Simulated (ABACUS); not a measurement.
A self-consistent single point of MgZn3S4 (P-42m, 8 atoms in the cell; from Materials Project mp-1120718, changed as shown) with ABACUS.

Level of theory: LDA (PW92), numerical atomic orbitals DZP (confined pseudo-atomic orbitals with Gaussian additions; energy shift 0.01 Ry), PseudoDojo 0.4 standard norm-conserving LDA (tails mended) pseudopotentials (ABACUS 3.10.1).

The change in words: lattice vector c scaled by 1.01. Reference geometry (P-43m):
```xyz
8
Lattice="5.4548 0.0000 0.0000 0.0000 5.4548 0.0000 0.0000 0.0000 5.4548" Properties=species:S:1:pos:R:3 pbc="T T T"
Mg     2.7274     2.7274     2.7274
Zn     0.0000     0.0000     2.7274
Zn     2.7274     0.0000     0.0000
Zn     0.0000     2.7274     0.0000
S      4.1256     4.1256     1.3292
S      4.1256     1.3292     4.1256
S      1.3292     1.3292     1.3292
S      1.3292     4.1256     4.1256
```

Reference input (self-consistent single point, DFT, LDA (PW92), numerical atomic orbitals DZP (confined pseudo-atomic orbitals with Gaussian additions; energy shift 0.01 Ry), PseudoDojo 0.4 standard norm-conserving LDA (tails mended) pseudopotentials): basis = DZP numerical atomic orbitals, energy shift 0.01 Ry; KPT = Gamma 6 6 6 0 0 0; basis_type = lcao; dft_functional = PWLDA; ecutwfc = 100 Ry; smearing_method = fd; smearing_sigma = 0.000734986 Ry; potentials = PseudoDojo 0.4 standard norm-conserving LDA (tails mended); symmetry = 1; symmetry_prec = 1e-05; ks_solver = genelpa; scf_nmax = 100. This run's input differs from it in these lines:

```diff
@@ -37,3 +37,3 @@
    0.0000000000    5.4548000000    0.0000000000
-   0.0000000000    0.0000000000    5.4548000000
+   0.0000000000    0.0000000000    5.5093480000
 
@@ -45,3 +45,3 @@
 1
-   2.7274000000    2.7274000000    2.7274000000
+   2.7274000000    2.7274000000    2.7546740000
 
@@ -50,3 +50,3 @@
 3
-   0.0000000000    0.0000000000    2.7274000000
+   0.0000000000    0.0000000000    2.7546740000
    2.7274000000    0.0000000000    0.0000000000
@@ -57,6 +57,6 @@
 4
-   4.1256288840    4.1256288840    1.3291711160
-   4.1256288840    1.3291711160    4.1256288840
-   1.3291711160    1.3291711160    1.3291711160
-   1.3291711160    4.1256288840    4.1256288840
+   4.1256288840    4.1256288840    1.3424628272
+   4.1256288840    1.3291711160    4.1668851728
+   1.3291711160    1.3291711160    1.3424628272
+   1.3291711160    4.1256288840    4.1668851728
 # file: KPT
```

Output (repeated stretches shortened):

```
 SELF-CONSISTENT
 -------------------------------------------

                  longest orb rcut (Bohr) = 7.5
   longest nonlocal projector rcut (Bohr) = 1.9
                     search radius (Bohr) = 18.8

                          real space grid = [ 72, 72, 72 ]
                                 init_chg = atomic

 LCAO ALGORITHM --------------- ION=   1  ELEC=   1--------------------------------

 Density error is 0.0510419922538
 E_KohnSham     -1460.8092089126     -19875.3289320831
 E_Fermi        0.4335151913         5.8982767708

 LCAO ALGORITHM --------------- ION=   1  ELEC=   2--------------------------------

   [... lines left out ...]

   [... 6 blocks of this kind left out ...]

 LCAO ALGORITHM --------------- ION=   1  ELEC=   9--------------------------------

 Density error is 2.30103843911e-07
 E_KohnSham     -1460.9620679394     -19877.4086858390
 E_Fermi        0.5788858567         7.8761461421

 LCAO ALGORITHM --------------- ION=   1  ELEC=  10--------------------------------

 Density error is 5.88915894674e-08
 E_KohnSham     -1460.9620679394     -19877.4086858386
 E_KS(sigma->0) -1460.9620679394     -19877.4086858386
 E_entropy(-TS) 0.0000000000         0.0000000000
 E_Fermi        0.5788858156         7.8761455841
 charge density convergence is achieved
 final etot is -19877.408686 eV
 EFERMI = 7.8761455841 eV

 STATE ENERGY(eV) AND OCCUPATIONS    NSPIN == 1
   [... 54 lines left out ...]

 TOTAL-FORCE (eV/Angstrom)
                       Mg1         0.0000000000         0.0000000000         0.0000000000
                       Zn1         0.0000000000         0.0000000000         0.0000000000
                       Zn2         0.0000000000         0.0000000000         0.0000000000
                       Zn3         0.0000000000         0.0000000000         0.0000000000
                        S1         0.0701057385         0.0701057385        -0.0748353182
                        S2         0.0701057385        -0.0701057385         0.0748353182
                        S3        -0.0701057385        -0.0701057385        -0.0748353182
   [... lines left out ...]

 TOTAL-STRESS (KBAR)
       -30.1532498080         0.0000000000         0.0000000000
         0.0000000000       -30.1532498080         0.0000000000
         0.0000000000         0.0000000000       -33.7948227221
 TOTAL-PRESSURE: -31.367107 KBAR

 --------------------------------------------
 !FINAL_ETOT_IS -19877.4086858385744563 eV
 --------------------------------------------
```

The run converged in 10 iterations. Against the reference run the free energy goes up by 3.7 meV/atom, the pressure goes from -2.48 to -3.14 GPa, the largest force moves little (0.122 to 0.124 eV/Å) and the gap on the mesh goes from 2.366 to 2.306 eV.

The atom-centred basis is finite, which shifts total energies, pressures, gaps and forces against plane waves. The structure comes from a collection of computed structures, made at another level of theory; the collection holds predicted forms beside known ones.

Cost on one core: very roughly 30 core-seconds.

The atomic orbitals were generated for these runs; they are not ABACUS's published sets and were checked against plane waves on a few crystals only.

“Tails mended”: in these copies of the files the far tail of each local potential was reset to the Coulomb form.
